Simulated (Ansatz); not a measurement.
TePt:
Space group R-3m, hexagonal axes (No. 166); a = b = 3.969 Å, c = 20.230 Å, α = β = 90.00°, γ = 120.00°

```csv
atom,site,symmetry,x,y,z
Pt,6c,3m,0.0000,0.0000,0.3699
Te,6c,3m,0.0000,0.0000,0.0975
```
(The calculation used a cell of 4 atoms; values per cell refer to that cell.)

Relaxed with r²SCAN+D4.

Task: Tabulate the valence density and the electron localisation function along the shortest Pt–Te contact (2.60 Å), r²SCAN+D4 (plane waves, PAW; program Ansatz).

Result: 

```
distance from Pt (Å)  density (e/Å³)   ELF
--------------------  --------------  ----
0.26                           10.53  0.67
0.39                            8.64  0.66
0.52                            6.29  0.61
0.65                            4.03  0.51
0.78                            2.27  0.39
0.91                            1.22  0.30
1.04                            0.76  0.28
1.17                            0.60  0.35
1.30                            0.55  0.49
1.43                            0.58  0.57
1.56                            0.66  0.54
1.69                            0.81  0.48
1.82                            1.35  0.40
1.95                            2.94  0.27
2.08                            5.86  0.12
2.21                            9.72  0.03
2.34                           13.61  0.01
```

The density is the valence pseudo-density with augmentation charge, so density and ELF within about 1 Å of a nucleus are not all-electron values.

The workflow started from an entry of the Crystallography Open Database (COD), which files this formula under 2 space groups. Whether it is the stable phase at ambient conditions was not checked. Symmetry was held in the r²SCAN+D4 relaxation; its stability against distortions is not shown here. The run is not spin-polarised. Spin–orbit coupling is left out wherever it is not named.

Potentials: the later of the program's two PAW sets.
